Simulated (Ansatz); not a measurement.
Relaxed-ion elastic tensor of ScAl3 (Cu3Au type, space group No. 221) in GPa (Voigt order), plane-wave PAW LDA (Ansatz code); density 3.19 g/cm³, 16.38 Å³ per atom.

|  | 1 | 2 | 3 | 4 | 5 | 6 |
|---|---|---|---|---|---|---|
| 1 | 200 | 45.1 | 45.1 | 0.0 | 0.0 | 0.0 |
| 2 | 45.1 | 200 | 45.1 | 0.0 | 0.0 | 0.0 |
| 3 | 45.1 | 45.1 | 200 | 0.0 | 0.0 | 0.0 |
| 4 | 0.0 | 0.0 | 0.0 | 80.5 | 0.0 | 0.0 |
| 5 | 0.0 | 0.0 | 0.0 | 0.0 | 80.5 | 0.0 |
| 6 | 0.0 | 0.0 | 0.0 | 0.0 | 0.0 | 80.5 |

Is the crystal mechanically stable?

Yes: the smallest eigenvalue of C is 80.5 GPa.

Work out the Voigt, Reuss and Hill averages.

K_V = 96.6, K_R = 96.6, K_H = 96.6; G_V = 79.2, G_R = 79.2, G_H = 79.2 GPa.

Give Young's modulus, Poisson's ratio, Pugh's ratio and the universal anisotropy index.

E = 9KG/(3K + G) = 187 GPa; ν = 0.18; K/G = 1.22 (brittle by the Pugh limit of 1.75); A_U = 5G_V/G_R + K_V/K_R − 6 = 0.00.

Estimate the sound speeds and the Debye temperature.

v_l = √((K + 4G/3)/ρ) = 7960 m/s, v_t = √(G/ρ) = 4980 m/s, mean 5490 m/s; Θ = (h/k)(3n/4πV)^(1/3) v_m = 643 K.

Give the Zener ratio and Young's modulus along [100], [110] and [111].

A = 2C44/(C11 − C12) = 1.04; 1/E = S11 − 2(S11 − S12 − S44/2)Γ with Γ = 0, 1/4, 1/3 gives 183, 188, 189 GPa.

Solve the Christoffel equation for the three sound speeds along [100], [110], [111].

Eigenvalues of C_ijkl n_j n_l equal ρv². In km/s, slowest first: [100] 5.02, 5.02, 7.91; [110] 4.92, 5.02, 7.97; [111] 4.96, 4.96, 7.99.

Space group Pm-3m (Cu3Au type). The cell was relaxed with LDA under the symmetry of its start; of distortions, only those at the zone centre were tested. No spin polarisation was allowed. As this level gives no gap, shear constants depend on the k-mesh and smearing (Fermi–Dirac, 0.1 eV here).

Potentials: the later of the program's two PAW sets.
